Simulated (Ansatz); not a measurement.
**Pt₃Pb: strain and displacement**

```
Pt Pb
1.0
     4.05800    0.00000    0.00000
     0.00000    4.05800    0.00000
     0.00000    0.00000    4.05800
Pt Pb
3 1
Direct
  0.00000 0.50000 0.50000
  0.50000 0.00000 0.50000
  0.50000 0.50000 0.00000
  0.00000 0.00000 0.00000
```

Atoms are numbered in the order listed.

The conventional cell has a = 4.058 Å, b = 4.058 Å, c = 4.058 Å, α = 90.00°, β = 90.00°, γ = 90.00°. Around Pt (atom 1) lie 8 Pt at 2.87 Å and 4 Pb at 2.87 Å. Around Pb (atom 4) lie 12 Pt at 2.87 Å.

The cell comes from COD entry 1523554, which wasn't checked; take it as a given geometry.

No spin–orbit coupling, which matters for the heavy atoms here.

These are results of Ansatz 0.2.0, DFT, LDA, all-electron LAPW, scalar-relativistic, not measurements.

Settings: a Γ-centred 9×9×9 k mesh, Fermi–Dirac smearing of 0.03 eV, basis error target 1 meV/atom, no spin polarisation.

The unchanged cell is at -2.86 GPa.

In a metal, stresses and small energies carry noise from the k mesh.

x, y and z are the Cartesian axes of the cell as listed; fractional coordinates follow a strain, and an engineering shear is twice the off-diagonal strain component.

**Question.** One change gave: energy change +4 meV/atom; stress change (xx, yy, zz, yz, xz, xy) 0.26, 0.26, 0.26, -1.23, -1.23, -1.23 GPa, compression positive. Which change was it?
A. equal xy, yz and zx engineering shear strains of -1 %
B. equal xy, yz and zx engineering shear strains of +2 %
C. equal xy, yz and zx engineering shear strains of +1 %
D. equal xy, yz and zx engineering shear strains of -2 %

**Answer.** B. For equal xy, yz and zx engineering shear strains of -2 %: energy change +3 meV/atom; stress change (xx, yy, zz, yz, xz, xy) 0.25, 0.25, 0.25, 1.14, 1.14, 1.14 GPa, compression positive. For equal xy, yz and zx engineering shear strains of -1 %: energy change under 1 meV/atom; stress change (xx, yy, zz, yz, xz, xy) 0.06, 0.06, 0.06, 0.56, 0.56, 0.56 GPa, compression positive. For equal xy, yz and zx engineering shear strains of +1 %: energy change under 1 meV/atom; stress change (xx, yy, zz, yz, xz, xy) 0.06, 0.06, 0.06, -0.59, -0.59, -0.59 GPa, compression positive.
